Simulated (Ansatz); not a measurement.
Values for one crystal, relaxed and computed with DFT-r²SCAN in the program Ansatz with PAW potentials; other levels are named.

| Item | Value |
|---|---|
| Volume per atom | 9.53 Å³ |
| Electronic character | metallic (no gap) |
| Formation energy from the elements (no fitted shifts) | -2124 meV/atom |
| Density of states at the Fermi level | 0.31 states/eV per atom (mean over ±0.08 eV) |
| Bulk modulus (Birch–Murnaghan fit) | 2390 kbar |
| Pressure derivative B′ | 4.9 |

Question: Which of these materials gives this?
A) MgTi3N3O, P4/mmm (Pearson symbol tP8)
B) CoB3N3, Amm2 (Pearson symbol oS28)
C) TiAs, CsCl type
D) YTaN3, R3c (Y on 6a, Ta on 6a, N on 18b)

Answer: A, MgTi3N3O, P4/mmm (Pearson symbol tP8)

The start of the workflow was typed in or built on a structure type; neither database checked (COD, Materials Project) lists it. Whether it is the stable phase at ambient conditions was not checked. The r²SCAN relaxation kept the symmetry of its start; its stability against distortions is not shown here. The workflow began spin-polarised and lost its moments. The compound may be a true metal, but semilocal functionals without U, or a wrong spin order, can also close a gap. The references are the lowest solids computed at this level, not always the standard phases (solids in place of the gases).

Potentials: the earlier of the program's two PAW sets.
